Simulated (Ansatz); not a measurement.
Input, command and steps of an Ansatz relaxation.

```yaml
crystal:
  lattice:
    - [4.0003377127, 0.0, 0.0]
    - [-2.0001688564, 3.4643940829, 0.0]
    - [0.0, 0.0, 6.995535]
  atoms:
    - { symbol: Ca, position: [0.0, 0.0, 0.0] }
    - { symbol: Mn, position: [0.33333333, 0.66666667, 0.615869], spin: 4.14 }
    - { symbol: Mn, position: [0.66666667, 0.33333333, 0.384131], spin: 4.14 }
    - { symbol: As, position: [0.66666667, 0.33333333, 0.729099] }
    - { symbol: As, position: [0.33333333, 0.66666667, 0.270901] }
basis:
  ecutwfc: 500
kpoints:
  mp_grid: { grid: [6, 6, 4] }
hamiltonian:
  xc: r2scan
scf:
  occupations: { method: gaussian, width: 0.1 }
  lower_state_search: "off"
output:
  forces: true
  stress: true
  eigenvalues: true
  populations: true
magnetization:
  spin_polarized: true
relax:
  adjacent_minimum: "off"
  f_tol: 0.04
  max_steps: 70
  cell: { stress_tol: 0.4 }
```

```bash
ansatz run input.yaml --threads 1 --pin off --max-ram 2560MiB --backend cpu --events-out ev --progress --plain --runs-dir out
```

Computed with DFT r2SCAN, scalar-relativistic, plane waves, PAW in Ansatz 0.2.0.

Of 5 frames 5 are shown, positions in Å and forces in eV/Å; the SCF threshold varies from step to step. Steps run on the plane waves of an earlier cell, with a Pulay correction in the pressure. The basis is chosen afresh for the last frame, the zero of the energies, and at times for earlier ones too; energy and pressure can step there, also at an unchanged geometry. Where two frames share a geometry here, they differ by under 2 meV/atom and 0.3 GPa.

```xyz
5
Lattice="4.0003 0.0000 0.0000 -2.0002 3.4644 0.0000 0.0000 0.0000 6.9955" Properties=species:S:1:pos:R:3:forces:R:3 pbc="T T T" step=1 free_energy_over_end_meV_per_atom=137.36 pressure_GPa=10.59
Ca    0.0000    0.0000    0.0000    0.0000    0.0000    0.0000
Mn    0.0000    2.3096    4.3083    0.0000    0.0000    0.7996
Mn    2.0002    1.1548    2.6872    0.0000    0.0000   -0.7996
As    2.0002    1.1548    5.1004    0.0000    0.0000    1.5614
As    0.0000    2.3096    1.8951    0.0000    0.0000   -1.5614
5
Lattice="4.1529 0.0000 0.0000 -2.0765 3.5966 0.0000 0.0000 0.0000 7.0958" Properties=species:S:1:pos:R:3:forces:R:3 pbc="T T T" step=2 free_energy_over_end_meV_per_atom=32.78 pressure_GPa=3.90
Ca    0.0000    0.0000    0.0000    0.0000    0.0000    0.0000
Mn    0.0000    2.3977    4.4218    0.0000    0.0000    0.3648
Mn    2.0765    1.1989    2.6740    0.0000    0.0000   -0.3648
As    2.0765    1.1989    5.2149    0.0000    0.0000    0.7849
As    0.0000    2.3977    1.8808    0.0000    0.0000   -0.7849
5
Lattice="4.3530 0.0000 0.0000 -2.1765 3.7698 0.0000 0.0000 0.0000 6.9817" Properties=species:S:1:pos:R:3:forces:R:3 pbc="T T T" step=3 free_energy_over_end_meV_per_atom=12.03 pressure_GPa=-1.57
Ca    0.0000    0.0000    0.0000    0.0000    0.0000    0.0000
Mn    0.0000    2.5132    4.4382    0.0000    0.0000   -0.0785
Mn    2.1765    1.2566    2.5435    0.0000    0.0000    0.0785
As    2.1765    1.2566    5.2703    0.0000    0.0000   -0.4631
As    0.0000    2.5132    1.7114    0.0000    0.0000    0.4631
5
Lattice="4.2859 0.0000 0.0000 -2.1430 3.7117 0.0000 0.0000 0.0000 7.0695" Properties=species:S:1:pos:R:3:forces:R:3 pbc="T T T" step=4 free_energy_over_end_meV_per_atom=1.43 pressure_GPa=-0.12
Ca    0.0000    0.0000    0.0000    0.0000    0.0000    0.0000
Mn    0.0000    2.4745    4.4691    0.0000    0.0000   -0.0027
Mn    2.1430    1.2372    2.6004    0.0000    0.0000    0.0027
As    2.1430    1.2372    5.2747    0.0000    0.0000   -0.0091
As    0.0000    2.4745    1.7948    0.0000    0.0000    0.0091
5
Lattice="4.2859 0.0000 0.0000 -2.1430 3.7117 0.0000 0.0000 0.0000 7.0695" Properties=species:S:1:pos:R:3:forces:R:3 pbc="T T T" step=5 free_energy_over_end_meV_per_atom=0.00 pressure_GPa=-0.09
Ca    0.0000    0.0000    0.0000    0.0000    0.0000    0.0000
Mn    0.0000    2.4745    4.4691    0.0000    0.0000   -0.0032
Mn    2.1430    1.2372    2.6004    0.0000    0.0000    0.0032
As    2.1430    1.2372    5.2747    0.0000    0.0000   -0.0086
As    0.0000    2.4745    1.7948    0.0000    0.0000    0.0086
```

Time: 5.4 min on 1 thread of Arm Neoverse V1 (shared host), peak memory 0.79 GiB.

The state reached may not be the lowest one. The k mesh is coarse. Only parallel moments were tried here.